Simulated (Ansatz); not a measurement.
**antiNiAs-structured ZrC**

The computed numbers are results of PBEsol, scalar-relativistic (no spin polarisation) in the plane-wave PAW code Ansatz at 420 eV, 10×10×6 k-mesh, Gaussian smearing of 0.05 eV. The datasets are Ansatz's generated set soft_2.

Space group P6_3/mmc (No. 194). a = 3.350 Å, b = 3.350 Å, c = 5.227 Å, α = 90.00°, β = 90.00°, γ = 120.00°
| atom | site | symmetry | x | y | z |
| --- | --- | --- | --- | --- | --- |
| Zr | 2c | -6m2 | 0.3333 | 0.6667 | 0.2500 |
| C | 2a | -3m. | 0.0000 | 0.0000 | 0.0000 |

The start was a prototype's sites filled with these elements. The Crystallography Open Database lists the compound in space group Fm-3m (rock salt), so this is a trial structure.

The cell above was scaled in volume, and shape and atoms were relaxed at each volume within its symmetry. Energies are counted from the cell above.

The cell is relaxed to zero pressure at this level.

```json
{"V (Å³/atom)": "12.195", "ΔE (meV/atom)": "15.88", "P from the stress (GPa)": "10.37"}
{"V (Å³/atom)": "12.449", "ΔE (meV/atom)": "3.84", "P from the stress (GPa)": "4.91"}
{"V (Å³/atom)": "12.703", "ΔE (meV/atom)": "0.00", "P from the stress (GPa)": "0.01"}
{"V (Å³/atom)": "12.957", "ΔE (meV/atom)": "3.56", "P from the stress (GPa)": "-4.43"}
{"V (Å³/atom)": "13.211", "ΔE (meV/atom)": "13.81", "P from the stress (GPa)": "-8.44"}
```

Task: Do the energies and the pressures agree? Compare −ΔE/ΔV between neighbouring points (1 meV/Å³ = 0.1602 GPa) with the mean of their pressures.

Result: 
| interval (Å³/atom) | −ΔE/ΔV (GPa) | mean P (GPa) |
| --- | --- | --- |
| 12.19 to 12.45 | 7.6 | 7.6 |
| 12.45 to 12.70 | 2.4 | 2.5 |
| 12.70 to 12.96 | -2.2 | -2.2 |
| 12.96 to 13.21 | -6.5 | -6.4 |
They differ by 0.05 GPa at most.

Task: What do the two routes give for V0, B0 and B0′?

Result: A third-order Birch–Murnaghan fit of the energies: V0 = 12.70 Å³/atom, B0 = 233 GPa, B0′ = 4.1. A polynomial of P in ln V, with B = −dP/d ln V at P = 0: V0 = 12.70 Å³/atom, B0 = 233 GPa, B0′ = 4.1.

B0·V0 = 233.2 GPa × 12.70 Å³ = 18.49 eV/atom sets the scale: near the minimum ΔE ≈ ½ B0 V0 x², with x = V/V0 − 1, and a pressure of 2.3 GPa squeezes the volume by about 1 %. At the ends of the curve: x = −4.0 % predicts 14.8 meV/atom and the run gives 15.9; x = +4.0 % predicts 14.8 meV/atom and the run gives 13.8. The curve is steeper than the parabola on the compressed side and flatter on the expanded side: the bulk modulus rises with pressure. The run is a metal.
